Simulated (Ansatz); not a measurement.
MnBr2 (P-3m1): the volume from the results

The reference geometry is a structure as deposited in COD (the entry's cell lengths or inner coordinates differ somewhat from later room-temperature determinations); nothing is relaxed.

Settings: r²SCAN, 8×8×4 k mesh, Fermi–Dirac smearing of 0.03 eV. PAW means Ansatz 0.2.0 on its default frozen-core files. Site moments are integrated in spheres about the atoms.

The input and its command:

```yaml
crystal:
  lattice:
    - [3.82, 0.0, 0.0]
    - [-1.91, 3.3082170425, 0.0]
    - [0.0, 0.0, 6.19]
  atoms:
    - { symbol: Mn, position: [0.0, 0.0, 0.0], spin: 4.0 }
    - { symbol: Br, position: [0.3333333333, 0.6666666667, 0.25] }
    - { symbol: Br, position: [0.6666666667, 0.3333333333, 0.75] }
magnetization:
  spin_polarized: true
kpoints:
  mp_grid: { grid: [8, 8, 4] }
scf:
  occupations: { method: fermi_dirac, width: 0.03 }
hamiltonian:
  xc: r2scan
  pseudopotentials: { kind: paw }
output:
  forces: true
  stress: true
  eigenvalues: true
  populations: true
```

Command: `ansatz run input.yaml --threads 2 --pin off --max-ram 6144MiB --backend cpu --events-out ev --progress --plain --runs-dir out`

The cell is scaled evenly, and every run starts from the same moments. Some of the runs:

| V/V₀ | cell moment (μB) | largest site moment (μB) | F − F(V₀) (meV/atom) |
| --- | --- | --- | --- |
| 0.72 | 5.00 | 4.19 | 579 |
| 0.85 | 5.00 | 4.37 | 132 |
| 0.95 | 5.00 | 4.48 | 16 |

**Question.** Another run of the series gave cell moment (μB) = 5.00, largest site moment (μB) = 4.59, F − F(V₀) (meV/atom) = 23. At which V/V₀ was it made?
A. 1.1
B. 1.18
C. 0.9
D. 0.8
E. 1.05

**Answer.** A. V/V₀ = 1.1.

**Question.** Another run of the series gave cell moment (μB) = 5.00, largest site moment (μB) = 4.64, F − F(V₀) (meV/atom) = 77. At which V/V₀ was it made?
A. 1.05
B. 0.9
C. 1.1
D. 0.8
E. 1.18

**Answer.** E. V/V₀ = 1.18.

The whole series:

```csv
V/V₀,cell moment (μB),largest site moment (μB),F − F(V₀) (meV/atom)
0.72,5.00,4.19,579
0.8,5.00,4.31,253
0.85,5.00,4.37,132
0.9,5.00,4.43,57
0.95,5.00,4.48,16
1,5.00,4.52,0
1.05,5.00,4.56,4
1.1,5.00,4.59,23
1.18,5.00,4.64,77
```

The PAW files were made with PBE; the program remakes their cores once for the run's functional and then keeps them frozen. Under strong compression frozen cores are worth checking against an all-electron run. In at least one run the program's final test of stability wasn't made or came to no verdict. These are results for the start and cell typed. The real compound can order otherwise, in a larger cell, or not at all, since semilocal functionals at zero temperature often overstate magnetism.
